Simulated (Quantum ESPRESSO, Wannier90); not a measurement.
# Wannier functions of InHO$_{2}$ (Pnnm)

```xyz
8
Lattice="4.5239 0.0000 0.0000 0.0000 5.2806 0.0000 0.0000 0.0000 3.2885" Properties=species:S:1:pos:R:3 pbc="T T T"
In     2.2620     2.6403     1.6443
In     0.0000     0.0000     0.0000
H      2.2620     0.0000     1.6443
H      0.0000     2.6403     0.0000
O      1.2652    -0.6898     1.6443
O     -1.2652     0.6898     1.6443
O     -0.9968    -1.9505     0.0000
O      0.9968     1.9505     0.0000
```

Structure: Materials Project mp-632711, symmetrised, not relaxed again. Not found in the COD (Crystallography Open Database) copy used, which has the formula in other groups; not checked further. Level: PBEsol, spinors with spin-orbit coupling; pw.x of Quantum ESPRESSO at 68 Ry with PseudoDojo potentials, 4×4×6 k-points, Wannier90. Density: 8×6×10 mesh, Gaussian smearing 0.01 Ry.

A tight-binding model is made by disentanglement and projection with no localisation steps (num_iter = 0), so the 52 orbitals stay atom-like: hydrogen-like In: s;p; H: s; O: s;p, axes along x, y, z; frozen window up to 3.48 eV relative to the valence-band maximum. It follows pw.x to 0.7 meV rms for states up to 3.0 eV relative to the valence-band maximum. Matrix elements depend on this choice of orbitals and windows. Bands 9–16 (In 4d 96 %), 17–28 (In 4d 95 %) lie between the kept ones and are excluded.

The 45 largest hoppings ⟨m,0|H|n,R⟩ between different sites (one of each Hermitian pair; signs follow the real orbitals' lobes; the list may end inside a set of equal values):

```
m              n      R  distance of the centres (Å)  t (eV)  Im t (eV)
-------  -------  -----  ---------------------------  ------  ---------
O8 s↑      H4 s↑  0 0 0                         1.22  -5.598      0.000
O8 s↓      H4 s↓  0 0 0                         1.22  -5.598      0.000
H4 s↑      O7 s↑  0 1 0                         1.22  -5.598      0.000
H4 s↓      O7 s↓  0 1 0                         1.22  -5.598      0.000
O5 s↑      H3 s↑  0 0 0                         1.22  -5.598      0.000
O5 s↓      H3 s↓  0 0 0                         1.22  -5.598      0.000
H3 s↑      O6 s↑  1 0 0                         1.22  -5.598      0.000
H3 s↓      O6 s↓  1 0 0                         1.22  -5.598      0.000
O8 px↑     H4 s↑  0 0 0                         1.27   4.500      0.002
O8 px↓     H4 s↓  0 0 0                         1.27   4.500     -0.002
H4 s↑     O7 px↑  0 1 0                         1.27  -4.500      0.002
H4 s↓     O7 px↓  0 1 0                         1.27  -4.500     -0.002
O5 px↑     H3 s↑  0 0 0                         1.27  -4.500      0.002
O5 px↓     H3 s↓  0 0 0                         1.27  -4.500     -0.002
H3 s↑     O6 px↑  1 0 0                         1.27   4.500      0.002
H3 s↓     O6 px↓  1 0 0                         1.27   4.500     -0.002
O5 py↑     H3 s↑  0 0 0                         1.24  -3.128     -0.003
O5 py↓     H3 s↓  0 0 0                         1.24  -3.128      0.003
O8 py↑     H4 s↑  0 0 0                         1.24  -3.128      0.003
O8 py↓     H4 s↓  0 0 0                         1.24  -3.128     -0.003
H4 s↑     O7 py↑  0 1 0                         1.24   3.128      0.003
H4 s↓     O7 py↓  0 1 0                         1.24   3.128     -0.003
H3 s↑     O6 py↑  1 0 0                         1.24   3.128     -0.003
H3 s↓     O6 py↓  1 0 0                         1.24   3.128      0.003
O7 py↑   In2 py↑  0 0 0                         2.18   1.925      0.012
O7 py↓   In2 py↓  0 0 0                         2.18   1.925     -0.012
O8 py↑   In2 py↑  0 0 0                         2.18   1.925      0.012
O8 py↓   In2 py↓  0 0 0                         2.18   1.925     -0.012
In1 py↑   O5 py↑  0 1 0                         2.18   1.925      0.012
In1 py↓   O5 py↓  0 1 0                         2.18   1.925     -0.012
In1 py↑   O6 py↑  1 0 0                         2.18   1.925      0.012
In1 py↓   O6 py↓  1 0 0                         2.18   1.925     -0.012
O7 py↑    In2 s↑  0 0 0                         2.18  -1.694      0.000
O7 py↓    In2 s↓  0 0 0                         2.18  -1.694      0.000
O8 py↑    In2 s↑  0 0 0                         2.18   1.694      0.000
O8 py↓    In2 s↓  0 0 0                         2.18   1.694      0.000
In1 s↑    O5 py↑  0 1 0                         2.18   1.694      0.000
In1 s↓    O5 py↓  0 1 0                         2.18   1.694      0.000
In1 s↑    O6 py↑  1 0 0                         2.18  -1.694      0.000
In1 s↓    O6 py↓  1 0 0                         2.18  -1.694      0.000
O8 px↑   In1 pz↑  0 0 0                         2.16   1.395     -0.001
O8 px↓   In1 pz↓  0 0 0                         2.16   1.395      0.001
In1 pz↑   O8 px↑  0 0 1                         2.16  -1.395     -0.001
In1 pz↓   O8 px↓  0 0 1                         2.16  -1.395      0.001
In1 pz↑   O7 px↑  1 1 0                         2.16  -1.395     -0.001
```
